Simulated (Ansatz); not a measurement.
TiSn3O8 on the sites of the rutile structure (relaxed group Cmmm) was put through Ansatz (plane waves). The starting cell comes from a relaxation with PBE.

Structure:
```xyz
12
Lattice="3.3754 -3.3813 0.0000 3.3754 3.3813 0.0000 0.0000 0.0000 6.3608" Properties=species:S:1:pos:R:3 pbc="T T T"
Sn    3.3754    0.0000    0.0000
Sn    0.0000    0.0000    4.7408
O     1.3082    0.0000    0.0000
O     5.4426    0.0000    0.0000
O     3.3754   -1.2824    4.6966
O     3.3754    1.2824    4.6966
Ti    3.3754    0.0000    3.1804
Sn    0.0000    0.0000    1.6201
O     1.3710    0.0000    3.1804
O     5.3799    0.0000    3.1804
O     3.3754   -1.2824    1.6642
O     3.3754    1.2824    1.6642
```

Abridged output:
```
Functional definition: r2SCAN
Crystal: 12 atoms, lattice volume = 145.195 Å³
Basis set: ecut = 500 eV, 3687 PW (Γ)
Bands: 63, of which v1, the nominal top of the filled ones, is band 51 counted from 1 (50 counted from 0)
Symmetry: 8 space group operations
Space group: Cmmm (ITA 65)
k-points: 39 of 144
preconditioner: auto → Resta (q_TF=auto, 2.572 Å⁻¹)  ε∞=3.9  [insulator: Δε(μ)=2.588 eV  σ=0.020 eV  ℏωp=29.9 eV]
relax step 1: F+E_penalty+E_count = -25174.54381420 eV  max|allowed force component| = 2.281e-1 eV/Å  Δτ_max = 0.0000 Å  P = -7.133 GPa  Ω = 145.195 Å³
relax step 2: F+E_penalty+E_count = -25174.66550099 eV  max|allowed force component| = 1.708e-1 eV/Å  Δτ_max = 0.0120 Å  P = +0.008 GPa  Ω = 140.168 Å³
relax step 3: F+E_penalty+E_count = -25174.66685569 eV  max|allowed force component| = 4.369e-2 eV/Å  Δτ_max = 0.0054 Å  P = +0.020 GPa  Ω = 140.113 Å³
relax step 4: F+E_penalty+E_count = -25174.66713621 eV  max|allowed force component| = 1.820e-2 eV/Å  Δτ_max = 0.0012 Å  P = +0.009 GPa  Ω = 140.082 Å³
relax step 5: F+E_penalty+E_count = -25174.66718026 eV  max|allowed force component| = 5.052e-3 eV/Å  Δτ_max = 0.0010 Å  P = -0.000 GPa  Ω = 140.069 Å³
relax step 6: F+E_penalty+E_count = -25174.66718510 eV  max|allowed force component| = 1.969e-4 eV/Å  Δτ_max = 0.0002 Å  P = +0.000 GPa  Ω = 140.068 Å³
relax step 7: F+E_penalty+E_count = -25174.66437017 eV  max|allowed force component| = 2.868e-4 eV/Å  Δτ_max = 0.0000 Å  P = +0.016 GPa  Ω = 140.068 Å³  (SCF on a basis re-selected at this cell)
Free energy (F): -25174.664370 eV
Fermi energy:    10.127015 eV
--- Stress (GPa, compression-positive) ---
        0.014150       0.000000       0.000000
        0.000000       0.014038       0.000000
        0.000000       0.000000       0.018859
  P = ⅓ Tr σ = 0.0157 GPa (0.157 kbar)
--- Relaxed structure (6 steps of the walk, 6 accepted, 1 SCFs on fresh bases) ---
  F+E_penalty+E_count = -25174.66437017 eV   max|allowed force component| = 2.868e-4 eV/Å
  cell:  # Å, volume = 140.0679 Å³
    - [3.331921, -3.338530, 0.000000]
    - [3.331921, 3.338530, 0.000000]
    - [0.000000, 0.000000, 6.295911]
  atoms:
    - { symbol: Sn, position: [0.500000, 0.500000, 0.000000] }
    - { symbol: Sn, position: [0.000000, 0.000000, 0.745760] }
    - { symbol: O, position: [0.194293, 0.194293, 0.000000] }
    - { symbol: O, position: [0.805707, 0.805707, 0.000000] }
    - { symbol: O, position: [0.690778, 0.309222, 0.739738] }
    - { symbol: O, position: [0.309222, 0.690778, 0.739738] }
    - { symbol: Ti, position: [0.500000, 0.500000, 0.500000] }
    - { symbol: Sn, position: [0.000000, 0.000000, 0.254240] }
    - { symbol: O, position: [0.202933, 0.202933, 0.500000] }
    - { symbol: O, position: [0.797067, 0.797067, 0.500000] }
    - { symbol: O, position: [0.690778, 0.309222, 0.260262] }
    - { symbol: O, position: [0.309222, 0.690778, 0.260262] }
```

Problem. What input produced it? Give the YAML.

Solution.
```yaml
crystal:
  # lattice and atoms as above
kpoints:
  mp_grid: { grid: [6, 6, 4] }
hamiltonian:
  xc: r2scan
scf:
  occupations: { method: fermi_dirac, width: 0.02 }
relax:
  f_tol: 0.005
  cell: {}
```
The relax steps with a changing cell volume need the relax block with cell. Keys that aren't typed take their defaults; thresholds and the kind of smearing can't be read off these lines.

It took 37 s on 1 × NVIDIA H100 80GB HBM3 with 2 threads of AMD EPYC 7R13 Processor (Zen 3) (shared host), load about 2.0 per core; peak host memory 1.2 GiB.

Spin-unpolarised throughout. Whether this structure exists isn't addressed.
